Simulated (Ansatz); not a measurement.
In PBE (plane waves, PAW; program Ansatz), Mn₃GeN in the anti-perovskite structure (Pm-3m) relaxes to a = 3.765 Å. Ge has 12 nearest neighbours from 2.66 Å (cuboctahedral); N has 6 nearest neighbours from 1.88 Å (octahedral). Its formation energy from the elements is -0.18 eV/atom, with no fitted shifts.

Electronic character: metallic (no gap). The magnetic state found is ferromagnetic. The net moment is 0.48 μB per atom.

The bulk modulus is 226 GPa.

The start of the workflow was typed in or built on a structure type; neither database checked (COD, Materials Project) lists it. Whether it is the stable phase at ambient conditions was not checked. The PBE relaxation kept the symmetry of its start; its stability against distortions is not shown here. Magnetic state: ferromagnetic, the only order run, not a proven ground state. No Hubbard U is applied. The references are the lowest solids computed at this level, not always the standard phases (solids in place of the gases). Spin–orbit coupling is left out wherever it is not named.

Potentials: the earlier of the program's two PAW sets.
